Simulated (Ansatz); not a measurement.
The start is a generated cell, Ti placed in the hcp structure type. Cell shape, volume and atoms are optimised at zero target pressure with r2SCAN (plane waves to 500 eV, PAW, scalar-relativistic; Ansatz, a quantum-chemistry and plane-wave program). First-step values are on the input's coarse k-mesh.

Ansatz input (later rounds restart from its end on a renewed k-mesh):
Ansatz 0.2 input:
```yaml
crystal:
  lattice:
    - [2.95, 0, 0]
    - [-1.475, 2.554775, 0]
    - [0, 0, 4.6846]
  atoms:
    - { symbol: Ti, position: [0.33333333, 0.66666667, 0.75] }
    - { symbol: Ti, position: [0.66666667, 0.33333333, 0.25] }
basis: { ecutwfc: 500, ecutrho_ratio: 4, xc_grid: 4, fft_grid_basis: typed }
kpoints: { mp_grid: { grid: [13, 13, 7] } }
hamiltonian:
  xc: r2scan
  dispersion: none
  pseudopotentials: { azcp: { folder: ./paw }, kind: paw }
scf: { occupations: { method: fermi_dirac, width: 0.05 } }
relax: { f_tol: 0.01, max_steps: 100, cell: { stress_tol: 0.02 } }
output: { forces: true, stress: true }
```

* **Initial pressure**: -2.2 GPa (negative: the cell is under tension)
* **Outcome**: The space group stays P6₃/mmc (No. 194) (the run could not lower it); the end is hcp (Mg type), with 2 atoms in the primitive cell
* **Energy released**: under 0.01 eV/atom
* **Shortest distances (start → end)**: The closest pairs of elements (up to four, under 3.6 Å), start → end: Ti–Ti 2.90 → 2.87 Å
* **Band gap at the end**: zero (metallic)
* **Optimiser moves**: 6

Relaxed structure:

Space group P6₃/mmc (No. 194); a = 2.9363 Å, b = 2.9363 Å, c = 4.6372 Å, α = 90.00°, β = 90.00°, γ = 120.00°

```json
[
 {"atom": "Ti", "site": "2d", "symmetry": "-6m2", "x": "0.6667", "y": "0.3333", "z": "0.2500"}
]
```

Final values are on a 18×18×10 k-mesh of the relaxed cell. No spin polarisation in the result.

The run could not lose the symmetry of its start; a randomly shaken copy of 2 atoms returns to this structure.

All atoms sit on sites fixed by symmetry, so only the cell could relax.
